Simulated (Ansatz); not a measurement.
AlP:
```xyz
2
Lattice="0.0000 2.7352 2.7352 2.7352 0.0000 2.7352 2.7352 2.7352 0.0000" Properties=species:S:1:pos:R:3 pbc="T T T"
P      4.1028     4.1028     4.1028
Al     0.0000     0.0000     0.0000
```

Cartesian axes are those of the cell as given.

**Question.** Give the high-frequency dielectric tensor and the Born effective charge tensors of the independent atoms from DFPT, PBEsol (plane waves, PAW; program Ansatz).

**Answer.** 
ε∞:
```
8.30  0.00  0.00
0.00  8.30  0.00
0.00  0.00  8.30
```
Z* of atom 1 (P), rows: field, columns: displacement, in e:
```
-2.23   0.00   0.00
 0.00  -2.23   0.00
 0.00   0.00  -2.23
```
Z* of atom 2 (Al), rows: field, columns: displacement, in e:
```
2.23  0.00  0.00
0.00  2.23  0.00
0.00  0.00  2.23
```

Static charges for comparison (Bader): P1 -2.08, Al2 +2.08 e. Born charges measure polarisation by displacement and can exceed these by far.

Space group F-43m (zinc blende). The PBEsol relaxation kept the symmetry of its start.

Potentials: the later of the program's two PAW sets.
